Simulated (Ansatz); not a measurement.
MgB2:
Space group P6/mmm (No. 191); a = 3.033 Å, b = 3.033 Å, c = 3.464 Å, α = 90.00°, β = 90.00°, γ = 120.00°

```json
[
 {"atom": "Mg", "site": "1a", "symmetry": "6/mmm", "x": "0.0000", "y": "0.0000", "z": "0.0000"},
 {"atom": "B", "site": "2d", "symmetry": "-6m2", "x": "0.3333", "y": "0.6667", "z": "0.5000"}
]
```

Relaxed at zero pressure with plane-wave PAW LDA (Ansatz code).

Task: The volume is raised by 6 % and shape and atoms relax at that volume. What pressure results, and how do the axes share the change?

Result: -8.1 GPa; a 1.5 %, b 1.5 %, c 2.8 %; the energy rises by 15 meV/atom.

Task: Give the new structure.

Result: 
Space group P6/mmm (No. 191); a = b = 3.080 Å, c = 3.561 Å, α = β = 90.00°, γ = 120.00°

```csv
atom,site,symmetry,x,y,z
Mg,1a,6/mmm,0.0000,0.0000,0.0000
B,2d,-6m2,0.3333,0.6667,0.5000
```

The phase is kept; no other phase was compared at this pressure.

The cell was relaxed with LDA under the symmetry of its start; of distortions, only those at the zone centre were tested.

Potentials: the later of the program's two PAW sets.
